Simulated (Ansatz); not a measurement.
Input file for Ansatz (an electronic-structure program):

Ansatz 0.2 input:
```yaml
crystal:
  lattice:
    - [3.9300728973, 0.0, 0.0]
    - [-1.9650364487, 3.4035429678, 0.0]
    - [0.0, 0.0, 5.1237106652]
  atoms:
    - { symbol: Ni, position: [0.0, 0.0, 0.0] }
    - { symbol: Ni, position: [0.0, 0.0, 0.5] }
    - { symbol: Sb, position: [0.3333333333, 0.6666666667, 0.25] }
    - { symbol: Sb, position: [0.6666666667, 0.3333333333, 0.75] }
kpoints:
  mp_grid: { grid: [12, 12, 8] }
hamiltonian:
  xc: r2scan
  pseudopotentials: { kind: paw }
scf:
  occupations: { method: fermi_dirac, width: 0.1 }
phonons:
  method: dfpt
  response_accuracy: low
  eigenvectors: true
  rigid_motions: translations
```

Output (shortened):

```
Pseudopotential: Ni, paw, valence charge 18
Pseudopotential: Sb, paw, valence charge 15
Functional definition: r2SCAN
Crystal: 4 atoms, lattice volume = 68.536 Å³
Basis set: ecut = 500 eV, 1729 PW (Γ), exchange–correlation on 150×150×200 points (125 copies of the dense FFT grid, shifted against one another)
Bands: 40, of which v1, the nominal top of the filled ones, is band 33 counted from 1 (32 counted from 0)
Symmetry: 24 space group operations
k-points: 320 of 1152 (irreducible under 2 space group operations, time reversal used)
SCF iter   1: F=—  HF=-24689.765515 eV  |F-HF|=—  |Δ(HF+E_count)|=         —  Δρ=2.82e-2  dr2=4.36e-1  dr2_τ=1.03e-1  ethr=1.77e-3  ⟨swp⟩=6.5  Hψ=50804  notcnv=0  defer=32
preconditioner: auto → Kerker (q_TF=auto, 2.711 Å⁻¹)
SCF iter   2: F=—  HF=-24689.919617 eV  |F-HF|=—  |Δ(HF+E_count)|=   1.54e-1  Δρ=2.59e-2  dr2=2.57e-1  dr2_τ=2.36e-3  ethr=6.61e-4  ⟨swp⟩=2.4  Hψ=21512  notcnv=0  defer=230
SCF iter   3: F=—  HF=-24689.882361 eV  |F-HF|=—  |Δ(HF+E_count)|=   3.73e-2  Δρ=8.05e-3  dr2=3.63e-2  dr2_τ=1.45e-4  ethr=3.89e-4  ⟨swp⟩=2.0  Hψ=18043  notcnv=0  defer=230
SCF iter   4: F=—  HF=-24689.878596 eV  |F-HF|=—  |Δ(HF+E_count)|=   3.77e-3  Δρ=2.92e-3  dr2=2.57e-3  dr2_τ=4.35e-5  ethr=5.50e-5  ⟨swp⟩=1.1  Hψ=15402  notcnv=0  defer=217
SCF iter   5: F=—  HF=-24689.878813 eV  |F-HF|=—  |Δ(HF+E_count)|=   2.17e-4  Δρ=8.22e-4  dr2=2.86e-4  dr2_τ=9.33e-6  ethr=3.90e-6  ⟨swp⟩=2.0  Hψ=20331  notcnv=0  defer=217
SCF iter   6: F=—  HF=-24689.878930 eV  |F-HF|=—  |Δ(HF+E_count)|=   1.18e-4  Δρ=8.14e-4  dr2=3.01e-4  dr2_τ=9.57e-7  ethr=4.33e-7  ⟨swp⟩=2.0  Hψ=19989  notcnv=0  defer=217
SCF iter   7: F=—  HF=-24689.878934 eV  |F-HF|=—  |Δ(HF+E_count)|=   4.04e-6  Δρ=6.03e-4  dr2=1.56e-4  dr2_τ=7.13e-7  ethr=4.33e-7  ⟨swp⟩=1.0  Hψ=12583  notcnv=0  defer=217
SCF iter   8: F=—  HF=-24689.878920 eV  |F-HF|=—  |Δ(HF+E_count)|=   1.43e-5  Δρ=1.75e-4  dr2=1.14e-5  dr2_τ=3.78e-8  ethr=2.37e-7  ⟨swp⟩=1.0  Hψ=12583  notcnv=0  defer=217
SCF iter  14: F=-24689.878921 eV  HF=-24689.878921 eV  |F-HF|=3.64e-12  |Δ(HF+E_count)|=  1.09e-11  Δρ=6.07e-8  dr2=1.79e-12  dr2_τ=1.71e-14  ethr=1.00e-12  ⟨swp⟩=8.4  Hψ=64150  notcnv=0
SCF 1 converged in 14 iterations: F = -24689.878921 eV  dr2 = 1.79e-12
DFPT response loops at Γ: preconditioner auto → Kerker (q_TF=auto, 2.711 Å⁻¹) (partly filled bands, converged f_vac=0.007) …
SCF converged after 14 iterations
Free energy (F): -24689.878921 eV
Harris-Foulkes:  -24689.878921 eV  (|F-HF|=3.64e-12)
Internal energy: -24689.818331 eV  (E = F + TS)
E sigma→0 (E₀):  -24689.848626 eV
Entropy (-TS):   -0.060591 eV (-15.148 meV/atom)
Fermi energy:    15.198156 eV
--- Per-component energies (eV) ---
  E_band       = -933.693249
  E_kinetic    = 985.929296
  E_local      = -11100.899350  (includes V_loc(G=0)·N_el)
  E_nonlocal   = 2020.080434
  E_hartree    = 4865.987569
  E_xc         = -413.359513
  E_vxc        = -441.236798  (∫ρ·V_xc dr)
  E_paw        = -12506.548830  (= ΣΔE_a)
  E_vpaw       = -2160.750555  (= ΣTr[D̂ρ^β])
  E_aug_tail   = 0.000459  (compensation charges beyond the density's cutoff)
  E_vtau       = 31.208278  (kinetic-family band-sum trace: ∫τ·v_τ [+ j·A + Jᵃ·Aᵃ] dr)
  E_ewald      = -8541.420334
  E_core_change = 0.411937  (= ΣΔE_core)
  E_smearing   = -0.060591  (= −TS)
  E_closure    =  0.000000  (closes the sum)
  Σ components = -24689.878921   (vs F -24689.878921, Δ=0.00e0)
  [band-id]    e_kinetic+e_local+e_nonlocal+2·e_hartree+e_vxc+e_vpaw+e_augmentation_tail+e_vtau = -933.693097   (vs E_band -933.693249, Δ=1.52e-4)
--- Band table (eV; the first three rows and the last of 320) ---
  k-point 0: bands = ["-91.7871", "-91.7791", "-50.7500", "-50.7500", "-50.7414", "-50.7414", "-50.7313", "-50.6415", "-14.9394", "-14.9394", "-14.9156", "-14.8979", "-14.8763", "-14.8763", "-14.8762", "-14.8762", "-14.8729", "-14.8729", "1.6052", "6.4693", …
  k-point 1: bands = ["-91.7868", "-91.7794", "-50.7496", "-50.7496", "-50.7417", "-50.7417", "-50.7279", "-50.6449", "-14.9381", "-14.9381", "-14.9149", "-14.8985", "-14.8846", "-14.8846", "-14.8751", "-14.8751", "-14.8670", "-14.8670", "1.6991", "5.8559", …
  k-point 2: bands = ["-91.7859", "-91.7802", "-50.7487", "-50.7487", "-50.7426", "-50.7426", "-50.7182", "-50.6547", "-14.9342", "-14.9342", "-14.9127", "-14.9002", "-14.8959", "-14.8959", "-14.8718", "-14.8718", "-14.8629", "-14.8629", "1.9798", "4.8476", …
  k-point 319: bands = ["-91.7831", "-91.7831", "-50.7461", "-50.7461", "-50.7459", "-50.7459", "-50.6864", "-50.6864", "-14.9283", "-14.9283", "-14.9117", "-14.9117", "-14.8837", "-14.8837", "-14.8691", "-14.8691", "-14.8608", "-14.8608", "4.8746", "4.8746", …
--- Phonons (Γ-DFPT): 4 representative perturbations + reference, on 320 of 1152 k-points (Σ response iterations 32) ---
  ASR residual: 9.698e-4 → 0.000e0 eV/Å²; symmetrization residual: 8.352e-4 eV/Å²
  ASR residual per site (eV/Å²): 9.70e-4 9.70e-4 5.77e-4 5.77e-4
  Γ frequencies (cm⁻¹): 0.00 0.00 0.00 133.20 133.20 133.34 133.34 141.84 164.75 213.65 213.65 257.44
  non-analytic LO–TO correction: not included (Born effective charges unavailable; polar crystals: no LO–TO splitting at Γ)
```

Cost: very roughly 22 core-minutes on shared cores.

Space group P6_3/mmc (NiAs type). The cell was relaxed with r²SCAN under the symmetry of its start; of distortions, only those at the zone centre were tested. The run is not spin-polarised. As this level gives no gap, phonon frequencies hold no LO–TO term and depend on the k-mesh and smearing (Fermi–Dirac, 0.1 eV here). Scalar-relativistic: spin–orbit coupling is off unless named, which matters more the heavier the elements.

Potentials: the later of the program's two PAW sets.

Ansatz is a plane-wave DFT program.
